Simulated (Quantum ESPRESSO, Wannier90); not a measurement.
# Wannierisation of ZnSnO₃ (R3c)

```xyz
10
Lattice="-2.6754 4.6340 0.0000 -5.3509 0.0000 0.0000 -2.6754 1.5447 4.7415" Properties=species:S:1:pos:R:3 pbc="T T T"
Zn    -2.6754     1.5447     0.7007
Zn     2.6754    -1.5447    -1.6700
Sn     0.0000     0.0000    -0.0262
Sn     2.6754    -1.5447     2.3446
O      1.6205    -0.0531     1.3623
O     -0.8562    -1.3769     1.3623
O     -0.7643     1.4300     1.3623
O     -1.8192     0.1678    -1.0084
O      0.7643    -1.6594    -1.0084
O      1.0549     1.4916    -1.0084
```

Cell from Materials Project (mp-13334), symmetrised, no further relaxation. Not found in the COD (Crystallography Open Database) copy used; not checked further. Computed values, not measurements, from PBEsol: Quantum ESPRESSO (norm-conserving PseudoDojo potentials, cutoff 68 Ry, no spin polarisation, no spin-orbit coupling) on a Γ-centred 4×4×4 mesh, then Wannier90. Density: 8×8×8 mesh, Gaussian smearing 0.01 Ry. Spin-orbit coupling is left out although heavy elements are present.

Bands 19-24 form an isolated set from -18.20 to -15.28 eV relative to the valence-band maximum (on the path) and are turned into 6 Wannier functions by minimising the spread from the start: atomic waves O 2s.

Centres (Cartesian, Å; one of the equivalent choices) and spreads:

```json
[
 {"n": "1", "x": "1.621", "y": "-0.130", "z": "1.355", "spread (Å²)": "0.992", "nearest atom": "O5"},
 {"n": "2", "x": "-0.923", "y": "-1.339", "z": "1.355", "spread (Å²)": "0.992", "nearest atom": "O6"},
 {"n": "3", "x": "-0.698", "y": "1.469", "z": "1.355", "spread (Å²)": "0.992", "nearest atom": "O7"},
 {"n": "4", "x": "-1.752", "y": "0.206", "z": "-1.016", "spread (Å²)": "0.992", "nearest atom": "O8"},
 {"n": "5", "x": "0.698", "y": "-1.620", "z": "-1.016", "spread (Å²)": "0.992", "nearest atom": "O9"},
 {"n": "6", "x": "1.054", "y": "1.415", "z": "-1.016", "spread (Å²)": "0.992", "nearest atom": "O10"}
]
```

Ω_I = 5.93 Å², Ω_total = 5.95 Å²; the interpolated bands follow pw.x to 0.0 meV rms on the path. Only this start was tried; a symmetric start can stop on a saddle, and mixtures of these functions could lower the total by at most Ω_total − Ω_I.
